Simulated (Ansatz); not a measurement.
In:
```yaml
crystal:
  lattice:
    - [3.24005, 0.00000, 0.00000]
    - [-1.62002, 2.80596, 0.00000]
    - [0.00000, 0.00000, 5.44783]
  atoms:
    - { symbol: In, position: [0.33333, 0.66667, 0.25000] }
    - { symbol: In, position: [0.66667, 0.33333, 0.75000] }
```

Relaxed with LDA. Special points in fractions of this cell's reciprocal vectors: Γ (0.000, 0.000, 0.000); M (0.500, 0.000, 0.000); K (0.333, 0.333, 0.000); A (0.000, 0.000, 0.500); L (0.500, 0.000, 0.500); H (0.333, 0.333, 0.500).

### Question
List the band energies nearest the Fermi level at these points for plane-wave PAW LDA (Ansatz code).

### Answer
In eV from the Fermi level; about four levels below and three above (degenerate sets whole), none deeper than 8.9 eV; … stands for higher levels left out; points with the same levels are listed once.

| k | below | above |
|---|---|---|
| Γ | -4.82 -3.76 | 8.96 8.96 10.23 |
| M | -4.98 -4.35 | 0.05 0.11 0.82 |
| K | -3.39 -3.39 -1.94 | 1.87 1.87 2.15 |
| A | -8.63 -8.63 | 2.72 2.72 9.98 9.98 9.98 9.98 |
| L | -3.67 -3.67 -2.88 -2.88 | 5.88 5.88 6.11 6.11 |
| H | -1.46 -1.46 -0.50 -0.50 | 7.42 7.42 … |

Space group P6_3/mmc (hcp (Mg type)). The first step of the workflow began from a Materials Project structure, measured or hypothetical; the Crystallography Open Database copy checked does not list it. It is not the phase usual at ambient conditions (space group No. 139). Symmetry was held in the LDA relaxation; whether a distortion lowers the energy is not shown. Scalar-relativistic: spin–orbit coupling is off unless named, which matters more the heavier the elements.

Potentials: the later of the program's two PAW sets.
